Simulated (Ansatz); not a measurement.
**Find the missing element**

Cell vectors (Å):

```
3.3892 0.0000 0.0000
0.0000 3.3892 0.0000
0.0000 0.0000 3.3892
```

| atom | a | b | c |
| --- | --- | --- | --- |
| X | 0.0000 | 0.0000 | 0.0000 |
| Pd | 0.5000 | 0.5000 | 0.5000 |

Computed with PBEsol, PAW on Ansatz 0.2.0's default frozen-core files (fitted under PBE), scalar-relativistic. k mesh 14×14×14, strains of ±0.005, Fermi-Dirac smearing of 0.100 eV.

Elastic constants of a crystal by Kohn-Sham DFT: slopes of the stress over finite engineering strains of the given cell, Voigt indices, Cartesian axes as in the cell vectors.

```csv
index,elastic (GPa)
11,166.7
12,85.2
44,45.6
```

Question: All X atoms are one element. Which one was computed?

Answer: Lu; the crystal is LuPd (Pm-3m).

Known limits: frozen-core PAW files fitted under PBE, their cores solved anew for the functional of the run; responses of metals move with mesh and smearing.
